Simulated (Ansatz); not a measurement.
Polymorphs of Tl, each relaxed with DFT-r²SCAN+D4 in the program Ansatz with PAW potentials:

A: hcp (Mg type) (P6_3/mmc)
a = b = 3.500 Å, c = 5.572 Å, α = β = 90.00°, γ = 120.00°

```
atom  site  symmetry       x       y       z
----  ----  --------  ------  ------  ------
Tl      2d      -6m2  0.6667  0.3333  0.2500
```

B: 9R (Sm type) (R-3m)
a = b = 3.5387 Å, c = 24.5971 Å, α = β = 90.00°, γ = 120.00°

```json
[
 {"atom": "Tl", "site": "3a", "symmetry": "-3m", "x": "0.0000", "y": "0.0000", "z": "0.0000"},
 {"atom": "Tl", "site": "6c", "symmetry": "3m", "x": "0.0000", "y": "0.0000", "z": "0.2210"}
]
```

### Question
Rank these by energy per atom at 0 K (lowest first), as r²SCAN+D4 gives it.

### Answer
A (+0 meV/atom), B (+10 meV/atom)

Not the usual ambient phase: B. All cells were relaxed under the symmetry of their starts (and spin orders); stability against distortions was not tested throughout. Spin–orbit coupling is left out wherever it is not named.

Energies hold the estimated change up to a 700 eV cutoff; steps of a few meV lie near the error of the meshes.

Potentials: the later of the program's two PAW sets.
